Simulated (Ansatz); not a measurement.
LaNbO₄:
```
CELL_PARAMETERS angstrom
     -2.68497     2.68497     5.74922
      2.68497    -2.68497     5.74922
      2.68497     2.68497    -5.74922
ATOMIC_POSITIONS crystal
  La 0.00000 0.00000 0.00000
  La 0.75000 0.25000 0.50000
  Nb 0.50000 0.50000 0.00000
  Nb 0.25000 0.75000 0.50000
  O  0.65604 0.57702 0.40723
  O  0.32702 0.41978 0.42097
  O  0.16978 0.24881 0.59277
  O  0.99881 0.90604 0.57903
  O  0.09396 0.67298 0.09277
  O  0.42298 0.83022 0.07903
  O  0.58022 0.00119 0.90723
  O  0.75119 0.34396 0.92097
```

PBEsol (plane waves, PAW; program Ansatz) gives a gap of 4.14 eV without spin–orbit coupling, maximum on the M–S line, 94 % of the way from M, minimum off the standard path, at k = (-0.062, 0.057, 0.458) in fractions of the reciprocal vectors.

Problem. What happens when spin–orbit coupling is switched on?

Solution. The gap is nearly the same, to 4.14 eV; maximum on the M–S line, 96 % of the way from M, minimum off the standard path, at k = (-0.062, 0.057, 0.458) in fractions of the reciprocal vectors.

Problem. Give the hole effective mass with spin–orbit coupling.

Solution. 1.4, 2.3, 4.2 mₑ (principal values).

Space group I4_1/a. The first step of the workflow began from a Materials Project structure, measured or hypothetical; the Crystallography Open Database files this formula in space group No. 88, but the cells were not matched. Its standing as an ambient phase is unchecked. Symmetry was held in the PBEsol relaxation. At this level the phase is mechanically unstable. No spin polarisation was allowed.

Potentials: the later of the program's two PAW sets.
